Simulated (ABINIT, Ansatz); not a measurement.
This is a calculation of PtSe for ABINIT 10.8.3 (patched build). Atoms were shifted at random by some hundredths of an Å from the given cell, which wasn't relaxed again for these runs. The cell comes from a database or a generator and needn't be the stable form of this composition.

run.abi

```
# Pseudopotentials
pp_dirpath "./"
pseudos "Pt.GGA_PBE-JTH.xml, Se.GGA_PBE-JTH.xml"

# Structure
acell 3.70187033 3.7018703298 3.61284203 Angstrom
rprim
     1.0000000000     0.0000000000     0.0000000000
    -0.4999999987     0.8660254046     0.0000000000
     0.0000000000     0.0000000000     1.0000000000
ntypat 2
znucl 78 34
natom 2
typat 1 2
xred
     0.0090910000     0.0035250000    -0.0146420000
     0.6502770000     0.3291210000     0.5058320000
chkprim 0
chksymtnons 0
tolsym 1.0e-6

# Plane-wave basis
ecut 435.382180 eV
pawecutdg 32.0
pawxcdev 0

# k points
kptopt 1
ngkpt 8 8 7
nshiftk 1
shiftk 0.0 0.0 0.0

# Exchange and correlation
ixc 11

# Bands and occupations
nband 12
occopt 3
tsmear 0.00183747

# SCF cycle
nstep 100
tolvrs 1.0e-9

# Output
iomode 3
prtwf 0
prteig 0
prtebands 0
prtden 1
prtvha 1
prtvclmb 1
prtpot 1
```

Potentials or basis: JTH PAW PBE v2.0.

Command:

```bash
$ abinit run.abi > log 2>&1
```

Task: Set up the same calculation for Ansatz 0.2.0. Potentials or basis there: Ansatz PAW, cutoff 420 eV.

Result: As run (cutoffs and basis follow the program's own potentials, and thresholds, step limits or extra output files can differ):

The input input.yaml:

```yaml
crystal:
  lattice:
    - [3.70187033, 0.0, 0.0]
    - [-1.85093516, 3.20591375, 0.0]
    - [0.0, 0.0, 3.61284203]
  atoms:
    - { symbol: Pt, position: [0.009091, 0.003525, -0.014642] }
    - { symbol: Se, position: [0.650277, 0.329121, 0.505832] }
hamiltonian:
  xc: pbe
  pseudopotentials: { kind: paw }
kpoints:
  mp_grid: { grid: [8, 8, 7] }
scf:
  occupations: { method: fermi_dirac, width: 0.05 }
output:
  forces: true
  stress: true
  eigenvalues: true
```

Potentials or basis: Ansatz PAW.

The run is started by

```console
$ ansatz run input.yaml --threads 1 --pin off --max-ram 3584MiB --backend cpu --events-out ev --progress --plain --runs-dir out
```

Both were run:

|  | ABINIT | Ansatz |
| --- | --- | --- |
| Pressure | -11.1 GPa | -11.2 GPa |
| Largest force | 0.248 eV/Å | 0.265 eV/Å |
| Energy over the undisturbed cell | -8.1 meV/atom | -8.5 meV/atom |

Ansatz's pressure holds a Pulay term of +0.03 GPa for its cutoff of 420 eV, which the other run lacks.

The potentials hold 16 and 34 valence electrons a cell.

Where Ansatz's input types no cutoff or centring, it takes its own default and a Γ-centred mesh.

The undisturbed cell isn't at this level's minimum, so the move can lower the energy.

The cell lies far from this level's equilibrium.

Pressure is positive in compression.
